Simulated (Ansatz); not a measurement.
# TiO$_{2}$: frozen-core PAW against all-electron methods

```
Ti O
1.0
    -1.89250    1.89250    4.75700
     1.89250   -1.89250    4.75700
     1.89250    1.89250   -4.75700
Ti O
2 4
Cartesian
  0.0000 0.0000 0.0000
  0.0000 1.8925 2.3785
  0.0000 0.0000 1.9656
  0.0000 1.8925 4.3441
  0.0000 1.8925 0.4129
  0.0000 0.0000 7.5484
```

Atoms are numbered in the order listed.

The geometry is COD entry 9009086, unchecked; take it as a test cell.

Levels of theory: DFT, LDA, PAW with Ansatz's default frozen-core files, scalar-relativistic (Ansatz 0.2.0); DFT, LDA, all-electron PAW with datasets made for the crystal, scalar-relativistic (Ansatz 0.2.0); DFT, LDA, all-electron LAPW, scalar-relativistic (Ansatz 0.2.0).

For PAW: a Γ-centred 13×13×13 k mesh, Fermi–Dirac smearing of 0.08 eV, cutoff 420 eV, no spin polarisation; the PAW files were made with PBE, and the program remakes their frozen cores for this functional. The crystal-made all-electron datasets (AE datasets) take a cutoff of 460 eV at this cell. LAPW targets a basis error of 1 meV/atom. The Ansatz runs share mesh, smearing and spin set-up. Plane-wave (PAW) pressures include the program's estimate of the Pulay term.

Stress and pressure are positive in compression.

Levels count from the top of the valence band.

```json
{"quantity": "pressure (GPa)", "PAW": "-5.97", "AE datasets": "-5.74", "LAPW": "-5.75"}
{"quantity": "stress xx (GPa)", "PAW": "-7.11", "AE datasets": "-6.88", "LAPW": "-6.89"}
{"quantity": "stress zz (GPa)", "PAW": "?", "AE datasets": "-3.47", "LAPW": "-3.48"}
{"quantity": "force on O3, z (eV/Å)", "PAW": "?", "AE datasets": "0.109", "LAPW": "0.109"}
{"quantity": "band gap (eV)", "PAW": "2.063", "AE datasets": "2.058", "LAPW": "2.059"}
{"quantity": "highest filled level at X (eV)", "PAW": "-0.054", "AE datasets": "-0.054", "LAPW": "-0.054"}
{"quantity": "lowest empty level at X (eV)", "PAW": "3.314", "AE datasets": "3.315", "LAPW": "3.315"}
{"quantity": "highest filled level at M (eV)", "PAW": "-0.082", "AE datasets": "-0.082", "LAPW": "-0.082"}
{"quantity": "lowest empty level at M (eV)", "PAW": "2.435", "AE datasets": "2.432", "LAPW": "2.433"}
{"quantity": "highest filled level at N (eV)", "PAW": "-0.606", "AE datasets": "-0.609", "LAPW": "-0.608"}
{"quantity": "lowest empty level at N (eV)", "PAW": "3.201", "AE datasets": "3.202", "LAPW": "3.203"}
{"quantity": "field gradient Vzz at Ti1 (10²¹ V/m²)", "PAW": "-0.07", "AE datasets": "-0.05", "LAPW": "–"}
{"quantity": "field gradient Vzz at O3 (10²¹ V/m²)", "PAW": "1.56", "AE datasets": "?", "LAPW": "–"}
```

(1) What belongs in the row "force on O3, z (eV/Å)", column "PAW"?

(2) Fill in "PAW" for the row "stress zz (GPa)".

(3) Give the missing entry: row "field gradient Vzz at O3 (10²¹ V/m²)", column "AE datasets".

Results:

(1) 0.102.

(2) -3.69.

(3) 1.48.
